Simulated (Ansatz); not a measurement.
LaBi:
```
LaBi
1.0
    0.00000     3.27852     3.27852
    3.27852     0.00000     3.27852
    3.27852     3.27852     0.00000
La Bi
1 1
Direct
  0.50000   0.50000   0.50000
  0.00000   0.00000   0.00000
```

Relaxed with PBEsol. Special points in fractions of this cell's reciprocal vectors: Γ (0.000, 0.000, 0.000); X (0.500, 0.000, 0.500); U (0.625, 0.250, 0.625); K (0.375, 0.375, 0.750); L (0.500, 0.500, 0.500); W (0.500, 0.250, 0.750).

Question: List the band energies nearest the Fermi level at these points for the program Ansatz at the PBEsol level (PAW).

Answer: In eV from the Fermi level; about four levels below and three above (degenerate sets whole), none deeper than 8.9 eV; points with the same levels are listed once.

| k | below | above |
|---|---|---|
| Γ | – | 0.22 0.22 0.22 |
| X | -1.64 -0.31 -0.31 -0.31 | 1.88 1.91 1.96 1.96 |
| U | -1.95 -1.61 -1.04 | 0.92 1.84 1.86 |
| L | -3.37 -1.69 -1.69 | 1.63 1.85 1.85 |
| W | -1.83 -1.49 -1.49 | 1.55 1.55 1.93 1.93 |

Space group Fm-3m (rock salt). The first step of the workflow began from a Materials Project structure, measured or hypothetical; the Crystallography Open Database files this formula in space group No. 225, but the cells were not matched. Its standing as an ambient phase is unchecked. Symmetry was held in the PBEsol relaxation; of distortions, only those at the zone centre were tested. Scalar-relativistic: spin–orbit coupling is off unless named, which matters more the heavier the elements.

Potentials: the later of the program's two PAW sets.
